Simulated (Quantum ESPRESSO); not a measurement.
# Mo4S6Se2: finding a planted mistake in a log

Simulated, not a measurement. The program is pw.x of Quantum ESPRESSO 7.5 (plane-wave density functional theory). The cell is made up: 12 atoms on a layered 2H lattice, with randomly drawn elements, strain and displacements, not relaxed. PseudoDojo standard norm-conserving files (v0.5 for PBE, v0.4.1 for LDA and PBEsol) set the functional; there is no spin polarisation, spin-orbit coupling or dispersion term, and the masses in the input are unused placeholders.

Intended input:

```
&control calculation='scf', pseudo_dir='./dojo.nc.sr.pbe.v0_5.standard.upf', outdir='./o', disk_io='low', tprnfor=.true., tstress=.true. /
&system ibrav=0, nat=12, ntyp=3, nbnd=68, ecutwfc=85.99341389, nosym=.true., tot_charge=0,
 occupations='smearing', smearing='fd', degauss=0.0018374661
/
&electrons conv_thr=7.350e-09, electron_maxstep=60, /
ATOMIC_SPECIES
Mo 1.0 Mo.upf
S 1.0 S.upf
Se 1.0 Se.upf
CELL_PARAMETERS angstrom
3.193 -0.0466 -0.023
-0.0807 5.5369 -0.0005
-0.0914 -0.0012 12.5351
ATOMIC_POSITIONS angstrom
Mo -0.1194 1.8339 3.1591
Mo 1.621 0.9731 9.2854
Mo 1.6782 4.5554 3.2143
Mo -0.2543 3.8915 9.42
S -0.1012 1.9698 7.8661
S -0.1942 1.7444 10.9736
S 1.4641 1.0221 1.4904
Se 1.5909 0.8911 4.5306
S 1.5285 4.7214 7.8544
S 1.5203 4.6148 10.9369
Se -0.1585 3.6541 1.5717
S -0.1212 3.5932 4.9147
K_POINTS automatic
7 4 2 1 1 1
```

The log is shortened where brackets say so; the opening notice, blank lines, dates and the lines on written files are dropped, and the path of the files is cut. It prints rydbergs, bohrs and kilobars, and counts compression as positive stress.

Log of the intended run:

```
     Program PWSCF v.7.5
     Parallel version (MPI & OpenMP), running on       4 processor cores
     Number of MPI processes:                 4
     Threads/MPI process:                     1
     [start-up lines left out]
     bravais-lattice index     =            0
     lattice parameter (alat)  =       6.0347  a.u.
     unit-cell volume          =    1495.1156 (a.u.)^3
     number of atoms/cell      =           12
     number of atomic types    =            3
     number of electrons       =       124.00
     number of Kohn-Sham states=           68
     kinetic-energy cutoff     =      85.9934  Ry
     charge density cutoff     =     343.9737  Ry
     scf convergence threshold =      7.3E-09
     mixing beta               =       0.7000
     number of iterations used =            8  plain     mixing
     Exchange-correlation= PBE
                           (   1   4   3   4   0   0   0)
     [axes and pseudopotential details left out]
   Cartesian axes
     site n.     atom                  positions (alat units)
         1        Mo     tau(   1) = (  -0.0373893   0.5742741   0.9892520  )
         2        Mo     tau(   2) = (   0.5076058   0.3047201   2.9076638  )
         3        Mo     tau(   3) = (   0.5255176   1.4264945   1.0065375  )
         4        Mo     tau(   4) = (  -0.0796324   1.2185984   2.9498129  )
         5        S      tau(   5) = (  -0.0316901   0.6168303   2.4632190  )
         6        S      tau(   6) = (  -0.0608125   0.5462477   3.4363128  )
         7        S      tau(   7) = (   0.4584736   0.3200641   0.4667093  )
         8        Se     tau(   8) = (   0.4981802   0.2790423   1.4187285  )
         9        S      tau(   9) = (   0.4786400   1.4784763   2.4595553  )
        10        S      tau(  10) = (   0.4760722   1.4450952   3.4248205  )
        11        Se     tau(  11) = (  -0.0496333   1.1442581   0.4921678  )
        12        S      tau(  12) = (  -0.0379530   1.1251877   1.5390070  )
     number of k points=    28  Fermi-Dirac smearing, width (Ry)=  0.0018
                       cart. coord. in units 2pi/alat
        k(    1) = (   0.0729685   0.0731634   0.0642287), wk =   0.0714286
        k(    2) = (   0.0720505   0.0731385  -0.0631573), wk =   0.0714286
     [further k points left out]
     Dense  grid:   161001 G-vectors     FFT dimensions: (  36,  64, 144)
     Estimated max dynamical RAM per process >     422.14 MB
     Estimated total dynamical RAM >       1.53 GB
     Initial potential from superposition of free atoms
     starting charge     123.9939, renormalised to     124.0000
     Starting wfcs are   82 randomized atomic wfcs
     total cpu time spent up to now is       10.2 secs
     per-process dynamical memory:   310.2 Mb
     Self-consistent Calculation
     iteration #  1     ecut=    85.99 Ry     beta= 0.70
     Davidson diagonalization with overlap
     ethr =  1.00E-02,  avg # of iterations =  2.0
     total cpu time spent up to now is       31.2 secs
     total energy              =   -1178.76084939 Ry
     estimated scf accuracy    <       1.56598596 Ry
     iteration #  2     ecut=    85.99 Ry     beta= 0.70
     Davidson diagonalization with overlap
     ethr =  1.26E-03,  avg # of iterations =  7.0
     total cpu time spent up to now is       62.9 secs
     total energy              =   -1176.88247294 Ry
     estimated scf accuracy    <      21.80010848 Ry
     [iterations 3 to 21 left out]
     iteration # 22     ecut=    85.99 Ry     beta= 0.70
     Davidson diagonalization with overlap
     ethr =  5.05E-11,  avg # of iterations =  2.8
     total cpu time spent up to now is      438.1 secs
     total energy              =   -1179.68648618 Ry
     estimated scf accuracy    <          9.7E-09 Ry
     iteration # 23     ecut=    85.99 Ry     beta= 0.70
     Davidson diagonalization with overlap
     ethr =  7.85E-12,  avg # of iterations =  5.7
     total cpu time spent up to now is      456.9 secs
     End of self-consistent calculation
     [lines on levels left out]
!    total energy              =   -1179.68648618 Ry
     estimated scf accuracy    <          1.1E-09 Ry
     smearing contrib. (-TS)   =      -0.00000003 Ry
     internal energy E=F+TS    =   -1179.68648615 Ry
     The total energy is F=E-TS. E is the sum of the following terms:
     one-electron contribution =    -739.76022358 Ry
     hartree contribution      =     417.99530042 Ry
     xc contribution           =    -217.61299332 Ry
     ewald contribution        =    -640.30856968 Ry
     convergence has been achieved in  23 iterations
     Forces acting on atoms (cartesian axes, Ry/au):
     atom    1 type  1   force =     0.09701277    0.07527491   -0.13646282
     atom    2 type  1   force =    -0.13693031   -0.00103445    0.09941461
     atom    3 type  1   force =    -0.14547567   -0.06352770   -0.03566629
     atom    4 type  1   force =     0.15327219   -0.12437087   -0.00884236
     atom    5 type  2   force =     0.04184683    0.02612121   -0.03953895
     atom    6 type  2   force =     0.06805302    0.06649931   -0.01531570
     atom    7 type  2   force =     0.01127006   -0.05181062    0.03190453
     atom    8 type  3   force =    -0.08153989   -0.00540493    0.26770285
     atom    9 type  2   force =    -0.05926916   -0.01717599   -0.06759071
     atom   10 type  2   force =    -0.06699728    0.04765672    0.03404763
     atom   11 type  3   force =     0.07725001    0.02988721   -0.07295677
     atom   12 type  2   force =     0.04150745    0.01788519   -0.05669602
     Total force =     0.506988     Total SCF correction =     0.000167
     Computing stress (Cartesian axis) and pressure
          total   stress  (Ry/bohr**3)                   (kbar)     P=       99.08
   0.00058949   0.00010772  -0.00017820           86.72       15.85      -26.21
   0.00010772   0.00061694   0.00025805           15.85       90.76       37.96
  -0.00017820   0.00025805   0.00081425          -26.21       37.96      119.78
     init_run     :      9.66s CPU     10.09s WALL (       1 calls)
     electrons    :    437.35s CPU    446.77s WALL (       1 calls)
     forces       :      3.17s CPU      3.23s WALL (       1 calls)
     stress       :     10.29s CPU     10.55s WALL (       1 calls)
     [timing details left out]
     PWSCF        :   7m40.64s CPU   7m50.97s WALL
     JOB DONE.
```

A second run was made from an input with one planted mistake. Its log:

```
     Program PWSCF v.7.5
     Parallel version (MPI & OpenMP), running on       4 processor cores
     Number of MPI processes:                 4
     Threads/MPI process:                     1
     [start-up lines left out]
     bravais-lattice index     =            0
     lattice parameter (alat)  =       6.0347  a.u.
     unit-cell volume          =    1495.1156 (a.u.)^3
     number of atoms/cell      =           12
     number of atomic types    =            3
     number of electrons       =       125.00
     number of Kohn-Sham states=           69
     kinetic-energy cutoff     =      85.9934  Ry
     charge density cutoff     =     343.9737  Ry
     scf convergence threshold =      7.3E-09
     mixing beta               =       0.7000
     number of iterations used =            8  plain     mixing
     Exchange-correlation= PBE
                           (   1   4   3   4   0   0   0)
     [axes and pseudopotential details left out]
   Cartesian axes
     site n.     atom                  positions (alat units)
         1        Mo     tau(   1) = (  -0.0373893   0.5742741   0.9892520  )
         2        Mo     tau(   2) = (   0.5076058   0.3047201   2.9076638  )
         3        Mo     tau(   3) = (   0.5255176   1.4264945   1.0065375  )
         4        Mo     tau(   4) = (  -0.0796324   1.2185984   2.9498129  )
         5        S      tau(   5) = (  -0.0316901   0.6168303   2.4632190  )
         6        S      tau(   6) = (  -0.0608125   0.5462477   3.4363128  )
         7        S      tau(   7) = (   0.4584736   0.3200641   0.4667093  )
         8        Se     tau(   8) = (   0.4981802   0.2790423   1.4187285  )
         9        S      tau(   9) = (   0.4786400   1.4784763   2.4595553  )
        10        S      tau(  10) = (   0.4760722   1.4450952   3.4248205  )
        11        Se     tau(  11) = (  -0.0496333   1.1442581   0.4921678  )
        12        S      tau(  12) = (  -0.0379530   1.1251877   1.5390070  )
     number of k points=    28  Fermi-Dirac smearing, width (Ry)=  0.0018
                       cart. coord. in units 2pi/alat
        k(    1) = (   0.0729685   0.0731634   0.0642287), wk =   0.0714286
        k(    2) = (   0.0720505   0.0731385  -0.0631573), wk =   0.0714286
     [further k points left out]
     Dense  grid:   161001 G-vectors     FFT dimensions: (  36,  64, 144)
     Estimated max dynamical RAM per process >     425.86 MB
     Estimated total dynamical RAM >       1.55 GB
     Initial potential from superposition of free atoms
     starting charge     123.9939, renormalised to     125.0000
     Starting wfcs are   82 randomized atomic wfcs
     total cpu time spent up to now is        9.8 secs
     per-process dynamical memory:   312.8 Mb
     Self-consistent Calculation
     iteration #  1     ecut=    85.99 Ry     beta= 0.70
     Davidson diagonalization with overlap
     ethr =  1.00E-02,  avg # of iterations =  2.3
     total cpu time spent up to now is       29.3 secs
     total energy              =   -1176.94283265 Ry
     estimated scf accuracy    <       2.84959846 Ry
     iteration #  2     ecut=    85.99 Ry     beta= 0.70
     Davidson diagonalization with overlap
     ethr =  2.28E-03,  avg # of iterations =  8.0
     total cpu time spent up to now is       66.0 secs
     total energy              =   -1169.39410187 Ry
     estimated scf accuracy    <     122.75631280 Ry
     [iterations 3 to 20 left out]
     iteration # 21     ecut=    85.99 Ry     beta= 0.70
     Davidson diagonalization with overlap
     ethr =  1.95E-11,  avg # of iterations =  3.4
     total cpu time spent up to now is      451.0 secs
     total energy              =   -1178.77638257 Ry
     estimated scf accuracy    <       0.00000001 Ry
     iteration # 22     ecut=    85.99 Ry     beta= 0.70
     Davidson diagonalization with overlap
     ethr =  9.27E-12,  avg # of iterations =  2.1
     total cpu time spent up to now is      466.7 secs
     End of self-consistent calculation
     [lines on levels left out]
!    total energy              =   -1178.77638257 Ry
     estimated scf accuracy    <          2.8E-09 Ry
     smearing contrib. (-TS)   =      -0.00067126 Ry
     internal energy E=F+TS    =   -1178.77571131 Ry
     The total energy is F=E-TS. E is the sum of the following terms:
     one-electron contribution =    -738.65948672 Ry
     hartree contribution      =     418.74366537 Ry
     xc contribution           =    -218.55132027 Ry
     ewald contribution        =    -640.30856968 Ry
     convergence has been achieved in  22 iterations
     Forces acting on atoms (cartesian axes, Ry/au):
     atom    1 type  1   force =     0.08752034    0.08313227   -0.12701812
     atom    2 type  1   force =    -0.13142912   -0.02020100    0.08597768
     atom    3 type  1   force =    -0.12728086   -0.06801432   -0.02393418
     atom    4 type  1   force =     0.13904709   -0.10959640   -0.01936579
     atom    5 type  2   force =     0.04418593    0.03195232   -0.03758029
     atom    6 type  2   force =     0.06991975    0.06790586   -0.00106463
     atom    7 type  2   force =     0.00878129   -0.04599677    0.01608529
     atom    8 type  3   force =    -0.08204181   -0.01021988    0.26433523
     atom    9 type  2   force =    -0.05596089   -0.01545078   -0.06858348
     atom   10 type  2   force =    -0.06575426    0.04245622    0.04475670
     atom   11 type  3   force =     0.07578103    0.02893157   -0.08558641
     atom   12 type  2   force =     0.03723150    0.01510091   -0.04802199
     Total force =     0.485771     Total SCF correction =     0.000310
     Computing stress (Cartesian axis) and pressure
          total   stress  (Ry/bohr**3)                   (kbar)     P=      225.67
   0.00144745   0.00008726  -0.00018465          212.93       12.84      -27.16
   0.00008726   0.00142441   0.00021532           12.84      209.54       31.67
  -0.00018465   0.00021532   0.00173032          -27.16       31.67      254.54
     init_run     :      9.36s CPU      9.74s WALL (       1 calls)
     electrons    :    448.82s CPU    456.88s WALL (       1 calls)
     forces       :      3.24s CPU      3.29s WALL (       1 calls)
     stress       :     10.46s CPU     10.71s WALL (       1 calls)
     [timing details left out]
     PWSCF        :   7m52.07s CPU   8m 0.95s WALL
     JOB DONE.
```

Question: what was wrong in the second input?

Answer: the cell has the wrong charge. The input lines that differ, file-writing options aside:

```
- &system ibrav=0, nat=12, ntyp=3, nbnd=68, ecutwfc=85.99341389, nosym=.true., tot_charge=0,
+ &system ibrav=0, nat=12, ntyp=3, nbnd=69, ecutwfc=85.99341389, nosym=.true., tot_charge=-1,
```

|  | intended run | run with the mistake |
| --- | --- | --- |
| free energy (eV) | -16050.452 | -16038.070 |
| smearing term -TS (eV) | 0.0000 | -0.0091 |
| pressure (GPa) | 9.91 | 22.57 |
| largest force component (eV/Å) | 6.883 | 6.796 |
| largest change of a force component (eV/Å) |  | 0.493 |
| iterations | 23 | 22 |

For scale, a rerun of the intended cell at a cutoff of 1467 eV and k mesh 9 x 6 x 4 moved values by no more than 0.002 eV in energy, 0.02 GPa in stress and 0.004 eV/Å in force. The charged cell sits in a uniform background, so its energy and stress rest on the program's zero of potential. The number of bands, nbnd, was set by rule from the electron count and the smearing, so it follows the mistake.